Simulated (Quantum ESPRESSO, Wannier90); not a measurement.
GaS (R-3m): Wannier90 run

```
CELL_PARAMETERS angstrom
     -1.80182     3.12085     0.00000
     -3.60365     0.00000     0.00000
     -1.80182     1.04028     7.98931
ATOMIC_POSITIONS crystal
  Ga 0.05082 0.05082 0.84754
  Ga 0.94918 0.94918 0.15246
  S  0.76195 0.76195 0.71416
  S  0.23805 0.23805 0.28584
```

Materials Project entry mp-9889; symmetrised, unrelaxed at this level. Not found in the COD (Crystallography Open Database) copy used, which has the formula in other groups; not checked further. Method: PBEsol plane waves in Quantum ESPRESSO 7.5 (PseudoDojo norm-conserving files, 64 Ry, spinors with spin-orbit coupling), Bloch states on a 6×6×6 mesh through Γ, Wannier90 4.0.1. Density: 10×10×10 mesh, cold smearing 0.01 Ry. The cell is built of weakly bound layers, chains or molecules, whose nearest atoms lie 4.00 Å apart. Database cells relaxed without dispersion often hold them too far apart, which can enlarge gaps and weakens couplings between them; spacing and stacking were not compared with the measured crystal.

Valence charges of the files: Ga 13, S 6. 72 bands were computed.

Isolated groups of bands, relative to the valence-band maximum (bands from 39 on overlap up to the last one computed):

```csv
bands,from (eV),to (eV),filling,weight on atomic waves
1–8,-15.15,-14.94,filled,Ga 3d 96 %
9–20,-14.70,-14.33,filled,Ga 3d 98 %
21–24,-14.04,-11.96,filled,"S 3s 60 %, Ga 4p 18 %, Ga 3d 13 %"
25–38,-7.47,0.00,filled,"S 3p 63 %, Ga 4p 20 %, Ga 4s 13 %"
```

Wanted is a model with the orbitals Ga s p, S s p, without the filled groups that are mainly made of other shells (semicore states, and anion s where it isn't named); all higher bands stay in for disentanglement.

### Question
Give num_wann, exclude_bands and num_bands, and the number of electrons that the model holds.

### Answer
Electrons: 2×13 + 2×6 = 38, which fill 38 bands.
num_wann = 2 × (2×4 + 2×4) = 32.
exclude_bands = 1-20, 20 bands, so num_bands = 72 − 20 = 52.
The model holds 38 − 1×20 = 18 electrons. With the window frozen to 3.08 eV it follows pw.x to 7.9 meV rms (states up to 2.6 eV relative to the valence-band maximum).
